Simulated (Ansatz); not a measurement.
KMgF$_{3}$ (cubic perovskite)

```
CELL_PARAMETERS angstrom
      4.05427     0.00000     0.00000
      0.00000     4.05427     0.00000
      0.00000     0.00000     4.05427
ATOMIC_POSITIONS crystal
  K  0.50000 0.50000 0.50000
  Mg 0.00000 0.00000 0.00000
  F  0.00000 0.50000 0.00000
  F  0.50000 0.00000 0.00000
  F  0.00000 0.00000 0.50000
```

The slice is a {100} plane (indices of the conventional cell) through the point (0.000, 0.000, 0.500) (fractional), spanned by u = [100] and v = [010] in vectors of this cell: u (4.05 Å) and v (4.05 Å, at 90° to u). It covers one period; positions are fractions (u, v).

Computed with PBE (plane waves to 420 eV, PAW, scalar-relativistic; Ansatz, a quantum-chemistry and plane-wave program). k mesh 8×8×8. Near the nuclei the fields are pseudised (PAW); where an atom keeps semicore shells as valence, they peak there. KMgF3 was relaxed with its symmetry unable to fall.

### Question
Sketch the valence electron density on this plane as a map.

### Answer
```
|@@@%#*+=--:..       ..:--=+*#%@@|
|@@@%#*+=--:..       ..:--=+*#%@@|
|%%%#**+=-::..       ..::-=+**#%%|
|###**+=--::...........::--=+**##|
|****+==-::.............::-==+***|
|++++==--:::::::::::::::::--==+++|
|====---:::::---------:::::---===|
|=----:::::---=======---:::::----|
|---::::::--==+++++++==--::::::--|
|:::::.::--=++*******++=--::.::::|
|......::-=++**#####**++=-::.....|
|......:--=+**#######**+=--:.....|
|    ..:-=+**###%%%###**+=-:..   |
|    ..:-=+*###%%%%%###*+=-:..   |
|    ..:-=+*##%%%%%%%##*+=-:..   |
|    ..:-=+*##%%%%%%%##*+=-:..   |
|    ..:-=+*##%%%%%%%##*+=-:..   |
|    ..:-=+*###%%%%%###*+=-:..   |
|    ..:-=+**###%%%###**+=-:..   |
|......:--=+**#######**+=--:.....|
|......::-=++**#####**++=-::.....|
|:::::.::--=++*******++=--::.::::|
|---::::::--==+++++++==--::::::--|
|=----:::::---=======---:::::----|
|====---:::::---------:::::---===|
|++++==--:::::::::::::::::--==+++|
|****+==-::.............::-==+***|
|###**+=--::...........::--=+**##|
|%%%#**+=-::..       ..::-=+**#%%|
|@@@%#*+=--:..       ..:--=+*#%@@|
|@@@%#*+=--:..       ..:--=+*#%@@|
|@@@%#*+==-:..       ..:-==+*#%@@|
```
Scale: ten equal steps from -1.85 (start of ' ') to 1.15 (end of '@'), in the order ' .:-=+*#%@'. Values: log₁₀ of the valence density in e/Å³. The map has 32 points along u (one character each, u = 0 at the left) and 32 along v (v = 0 in the bottom row). The scale is logarithmic, as a density can span decades between atoms and voids.
